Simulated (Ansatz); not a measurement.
Cu3Sn in space group Fm-3m (No. 225; Cu on 4b, Cu on 8c, Sn on 4a) under volume change, LDA in the plane-wave PAW code Ansatz, scaled uniformly.

```json
[
 {"V (Å³/atom)": "12.163", "E − E(relaxed) (meV/atom)": "59.4", "P (GPa)": "17.43"},
 {"V (Å³/atom)": "12.564", "E − E(relaxed) (meV/atom)": "24.7", "P (GPa)": "10.53"},
 {"V (Å³/atom)": "12.965", "E − E(relaxed) (meV/atom)": "5.8", "P (GPa)": "4.78"},
 {"V (Å³/atom)": "13.366", "E − E(relaxed) (meV/atom)": "0.0", "P (GPa)": "0.00"},
 {"V (Å³/atom)": "13.767", "E − E(relaxed) (meV/atom)": "5.1", "P (GPa)": "-3.96"},
 {"V (Å³/atom)": "14.168", "E − E(relaxed) (meV/atom)": "19.3", "P (GPa)": "-7.24"},
 {"V (Å³/atom)": "14.569", "E − E(relaxed) (meV/atom)": "40.9", "P (GPa)": "-9.94"}
]
```

Problem. What does a third-order Birch–Murnaghan fit give for V₀, B₀ and B′?

Solution. V₀ = 13.37 Å³/atom, B₀ = 145 GPa, B′ = 5.2.

The workflow started from a Materials Project entry (that database holds measured and hypothetical structures alike); the Crystallography Open Database copy checked does not list it. COD files the formula under space group No. 59, 63. With Cu and Sn taken as one species the cell has the higher symmetry Im-3m, so it may be an ordered model of a mixed-site phase. Whether it is the stable phase at ambient conditions was not checked. Symmetry was held in the LDA relaxation. At this level the phase is mechanically unstable. The run is not spin-polarised. Scalar-relativistic: spin–orbit coupling is off unless named, which matters more the heavier the elements.

Potentials: the later of the program's two PAW sets.
